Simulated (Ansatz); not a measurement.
An Ansatz (a program for electronic structure) run. Input:

Ansatz 0.2 input:
```yaml
crystal:
  lattice:
    - [0.0, 2.0152170053, 2.0152170053]
    - [2.0152170053, 0.0, 2.0152170053]
    - [2.0152170053, 2.0152170053, 0.0]
  atoms:
    - { symbol: Al, position: [0.5, 0.5, 0.5] }
    - { symbol: N, position: [0.0, 0.0, 0.0] }
kpoints:
  mp_grid: { grid: [9, 9, 9] }
hamiltonian:
  xc: hse06
  pseudopotentials: { kind: paw }
scf:
  occupations: { method: fixed }
checkpoint: { read: static.run }
output: { bader: true, populations: true }
```

Output (shortened):

```
WARN checkpoint.read: basis.xc_grid differs: saved 2, current 1 (points along each axis for each point of the dense box …
WARN checkpoint.read: where the exact-exchange loop starts from the saved orbitals it accepts no state on its first cycle, because this run solves another …
Pseudopotential: Al, paw, valence charge 3
Pseudopotential: N, paw, valence charge 5
Functional definition: HSE06
davidson cushion auto → on  (no smearing: the cushion is to keep the highest requested band from converging to the state above it …
Crystal: 2 atoms, lattice volume = 16.368 Å³
Basis set: ecut = 420 eV, 331 PW (Γ)
Bands: 8, of which v1, the nominal top of the filled ones, is band 4 counted from 1 (3 counted from 0)
Symmetry: 48 space group operations
Space group: Fm-3m (ITA 225), of the structure as read, at distance tolerance 2.5e-5 Å
k-points: 35 of 729
Exchange kernel: α = 0.2500, screened, ω = 0.2079 Å⁻¹, Wigner–Seitz truncation, v(0) = 1046.8260 eV·Å³, q-mesh 9×9×9, nearest image of the exchange supercell L …
Frozen-core exchange: fock
iter 1 solved again at ethr=4.09e-9 eV; its pass at ethr=1.00e-1 eV (dr2=3.27e-7 eV) is discarded
SCF iter   1: F=—  HF=-924.423145 eV  |F-HF|=—  |Δ(HF+E_count)|=         —  Δρ=6.36e-5  dr2=6.71e-7  ethr=4.09e-9  ⟨swp⟩=3.0  Hψ=1344  notcnv=0
preconditioner: auto → none
iter 2 solved again at ethr=3.20e-10 eV; its pass at ethr=4.09e-9 eV (dr2=2.56e-8 eV) is discarded
SCF iter   2: F=—  HF=-924.423144 eV  |F-HF|=—  |Δ(HF+E_count)|=   2.10e-7  Δρ=1.47e-5  dr2=8.34e-7  ethr=3.20e-10  ⟨swp⟩=2.1  Hψ=1556  notcnv=0
SCF iter   3: F=—  HF=-924.423151 eV  |F-HF|=—  |Δ(HF+E_count)|=   7.10e-6  Δρ=6.73e-5  dr2=7.18e-7  ethr=3.20e-10  ⟨swp⟩=3.9  Hψ=1019  notcnv=0  defer=1
SCF iter   4: F=-924.423151 eV  HF=-924.423151 eV  |F-HF|=2.96e-10  |Δ(HF+E_count)|=   2.53e-7  Δρ=4.11e-6  dr2=1.34e-8  ethr=3.20e-10  ⟨swp⟩=4.0  Hψ=1096  notcnv=0
SCF 1 converged in 4 iterations: F = -924.423151 eV  dr2 = 1.34e-8
hybrid outer 1: dexx = +6.245e-10 eV, tail = 1.05e-8 eV
Crystal: 2 atoms, lattice volume = 16.368 Å³
Exchange kernel: α = 0.2500, screened, ω = 0.2079 Å⁻¹, Wigner–Seitz truncation, v(0) = 1046.8260 eV·Å³, q-mesh 9×9×9, nearest image of the exchange supercell L …
Frozen-core exchange: fock
SCF iter   1: F=—  HF=-924.423151 eV  |F-HF|=—  |Δ(HF+E_count)|=         —  Δρ=5.81e-6  dr2=5.25e-9  ethr=1.25e-8  ⟨swp⟩=2.0  Hψ=700  notcnv=0
preconditioner: auto → none
iter 2 solved again at ethr=4.31e-12 eV; its pass at ethr=6.39e-11 eV (dr2=3.45e-10 eV) is discarded
SCF iter   2: F=-924.423151 eV  HF=-924.423151 eV  |F-HF|=9.29e-11  |Δ(HF+E_count)|=   1.58e-9  Δρ=2.35e-6  dr2=3.75e-10  ethr=4.31e-12  ⟨swp⟩=2.1  Hψ=1402  notcnv=0
SCF 2 converged in 2 iterations: F = -924.423151 eV  dr2 = 3.75e-10
hybrid outer 2: dexx = +1.749e-10 eV, tail = 7.98e-10 eV, Δε = 4.00e-5 eV (about 1.84e-5 eV left of the loop's levels)
hybrid SCF converged: 2 outer / 6 inner (+0 warm-up), last move |dexx| = 1.75e-10 eV, tail = 7.98e-10 eV
Stability not checked (fock_operator)
Free energy (F): -924.423151 eV
Frozen-core exchange: fock
Harris-Foulkes:  -924.423151 eV  (|F-HF|=9.29e-11)
Internal energy: -924.423151 eV  (E = F + TS)
E sigma→0 (E₀):  -924.423151 eV
Fermi energy:    10.507971 eV
--- Per-component energies (eV) ---
  E_band       = 28.090207
  E_kinetic    = 163.967928
  E_local      = -167.709698  (includes V_loc(G=0)·N_el)
  E_nonlocal   = 53.061017
  E_hartree    = 61.828677
  E_xc         = -83.833428
  E_vxc        = -88.642202  (∫ρ·V_xc dr)
  E_exx        = -18.238053  (= α·E_x^exact, valence–valence)
  E_paw        = -596.564977  (= ΣΔE_a)
  E_vpaw       = -19.768156  (= ΣTr[D̂ρ^β])
  E_aug_tail   = 0.000096  (compensation charges beyond the density's cutoff)
  E_ewald      = -336.867719
  E_core_change = -0.066995  (= ΣΔE_core)
  E_smearing   =  0.000000  (= −TS)
  E_closure    = 0.000000  (closes the sum)
  Σ components = -924.423151   (vs F -924.423151, Δ=0.00e0)
  [band-id]    e_kinetic+e_local+e_nonlocal+2·e_hartree+e_vxc+2·e_exx+e_vpaw+e_augmentation_tail = 28.090232   (vs E_band 28.090207, Δ=2.51e-5)
--- Band table (eV; the first three rows and the last of 35) ---
  k-point 0: bands = ["-8.7664", "10.5080", "10.5080", "10.5080", "17.8600", "24.1909"]
  k-point 1: bands = ["-8.4941", "9.2029", "10.3421", "10.3421", "18.6138", "23.1995"]
  k-point 2: bands = ["-7.7097", "6.5142", "9.9565", "9.9565", "19.0719", "23.1927"]
  k-point 34: bands = ["-4.1848", "3.7926", "4.7800", "6.6980", "20.2537", "22.1305"]
  guard bands above this table: 2 of the run's 8 bands. The solve was not asked for them (output.publish_guard_bands: true or output.eigenvalues …
--- Löwdin populations: 2 sites ---
  site symbol       q [e]
     0     Al      1.8728
     1      N      6.0445
  spilling = 0.010336 (of n_electrons = 8.000000)
--- Bader charges: 2 sites ---
  site symbol  charge [e]  shift [e]
     0     Al      2.5268     0.0011
     1      N     -2.5268     0.0011
  shift: an alarm, by how much a part of what the PAW files miss would move the charge. Where it is large, compare
  with a run on PAW files of another source; a small one proves nothing
  estimated error of the sums over rays = 3.1e-4 e
```

Cost: roughly 40 core-seconds on shared cores.

This is a known high-pressure phase of the composition, computed here at zero pressure and temperature. The cell was relaxed with HSE06 under the symmetry of its start; its stability against distortions is not shown here. The volume moved by -34 % from the start of the relaxation.

Potentials: the later of the program's two PAW sets.

Ansatz is a plane-wave DFT program.
